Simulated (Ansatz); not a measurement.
The relaxed structure here is a generated cell of Ni: the first start was made by placing the elements on the sites of a structure type, and the end was not matched to a known phase here, so it may be hypothetical. Known forms of Ni include space group No. 225.

A relaxed cell of Ni (P6₃/mmc (No. 194)), relaxed on a k-mesh at least as fine as the one used below. The numbers are results of r2SCAN (plane waves to 500 eV, PAW, scalar-relativistic; Ansatz, a quantum-chemistry and plane-wave program), not measurements. Γ-centred k-mesh 15×15×4 on the run's cell (coarser than for final values), Fermi–Dirac smearing 0.05 eV.

```xyz
4
Lattice="2.4468 0.0000 0.0000 -1.2234 2.1190 0.0000 0.0000 0.0000 8.1460" Properties=species:S:1:pos:R:3 pbc="T T T"
Ni     0.0000     1.4127     1.0183
Ni     0.0000     1.4127     5.0913
Ni     1.2234     0.7063     3.0548
Ni     1.2234     0.7063     7.1278
```
Spin-polarised start, with parallel moments on Ni.

The atoms are displaced by (Å):

```csv
atom,ux,uy,uz
Ni1,-0.052,0.061,-0.141
Ni2,0.111,0.139,-0.083
Ni3,-0.033,-0.189,-0.058
Ni4,0.010,-0.132,-0.083
```

**Question.** What forces (eV/Å) and pressure result?

**Answer.** 
```json
[
 {"atom": "Ni1", "Fx": "0.04", "Fy": "-0.43", "Fz": "0.68"},
 {"atom": "Ni2", "Fx": "0.01", "Fy": "-0.64", "Fz": "0.17"},
 {"atom": "Ni3", "Fx": "-0.02", "Fy": "0.56", "Fz": "-0.62"},
 {"atom": "Ni4", "Fx": "-0.03", "Fy": "0.51", "Fz": "-0.23"}
]
```

Pressure +1.6 GPa.

**Question.** Estimate the energy cost of the displacement in the harmonic approximation and compare with the calculation.

**Answer.** For a harmonic well ΔE = −½ Σ F·u = 0.171 eV a cell, or 43 meV/atom. The calculated energy relative to the undisplaced cell is +0.04 eV/atom, so the harmonic estimate holds well.

Spin state reached: ferromagnetic (net 0.71 μB/atom), from parallel starting moments; other spin orders were not run from this start. r2SCAN tends to overstate moments in metals.

The run that gave the undisplaced cell could not lose the symmetry of its start; a randomly shaken copy of 4 atoms returns to this structure.
